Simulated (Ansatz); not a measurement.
**Magnetic states of CsCrCl3**

```
CELL_PARAMETERS angstrom
7.25600 0.00000 0.00000
-3.62800 6.28388 0.00000
0.00000 0.00000 6.22400
ATOMIC_POSITIONS crystal
Cs 0.33333 0.66667 0.75000
Cs 0.66667 0.33333 0.25000
Cr 0.00000 0.00000 0.00140
Cr 0.00000 0.00000 0.50140
Cl 0.15720 0.84280 0.27720
Cl 0.31440 0.15720 0.77720
Cl 0.15720 0.31440 0.27720
Cl 0.84280 0.15720 0.77720
Cl 0.68560 0.84280 0.27720
Cl 0.84280 0.68560 0.77720
```

Method: r2SCAN in Ansatz 0.2.0, PAW datasets, plane waves to 500 eV, 5×5×5 Γ-centred mesh, fermi-dirac occupations of width 0.050 eV. The atoms are fixed and numbered as listed; spin is collinear, without spin-orbit coupling.

Different starts of the self-consistent cycle ended in different solutions. Their moments in μB:

```csv
state,Cr3,Cr4,other atoms together,size of the net moment a cell
A,3.45,3.45,0.10,8.00
B,3.40,-3.40,0.00,0.00
C,0.00,0.00,0.00,0.00
```

Site moments are taken in small spheres that don't touch (radius about 0.4 of the atom's shortest bond), so those of the magnetic atoms read low, and they needn't add up to the net moment. State C was run without spin polarisation.

**Question.** Which state has the lowest energy at zero smearing, and how far up are the others?

**Answer.** State B (antiparallel, compensated) is lowest; A (parallel moments) lies 5.0 meV above it, C (without moments) lies 496 meV above it, all counted an atom of the cell.

**Question.** Which states have a gap on the mesh, and what pressure does each exert on this cell?

**Answer.** A: gap 0.27 eV, 0.1 GPa; B: gap 0.42 eV, 0.0 GPa; C: no gap, -4.0 GPa (positive in compression). Moments take up room: without them the pressure is lower, so that state wants a smaller cell.

**Question.** What do states A and B say about the exchange?

**Answer.** Between A and B the moments keep their size (3.45 against 3.40 μB in the mean), so the difference mostly measures the exchange between the flipped sites: the antiparallel order gains 25 meV for each Cr atom. The nearest flipped pair stands 3.11 Å apart. Flipped pairs are linked through Cl; the widest Cr–Cl–Cr angle among the nearer links is 76°, at 3.11 Å between the metal atoms.

**Question.** What does magnetism gain here?

**Answer.** 496 meV an atom of the cell, or 2480 meV for each Cr atom, against state C, which has none. A run without spin would miss this and give wrong energies and forces. That state isn't the paramagnet, which keeps its moments, so this is no ordering energy.

The cell is that of a Crystallography Open Database entry, unchanged.

Caveats: only orders that fit this cell and collinear spins were tried, so the true order may need a larger cell or canted moments; atoms and cell are not relaxed, and each state would relax in its own way; semilocal functionals without U often misplace the states of 3d oxides, halides and chalcogenides; the k mesh is coarse, so differences of a few meV are uncertain where a state is a metal; one start a pattern, so a lower state of the same pattern may exist; the atoms stand off equilibrium, with forces up to 0.9 eV/Å.
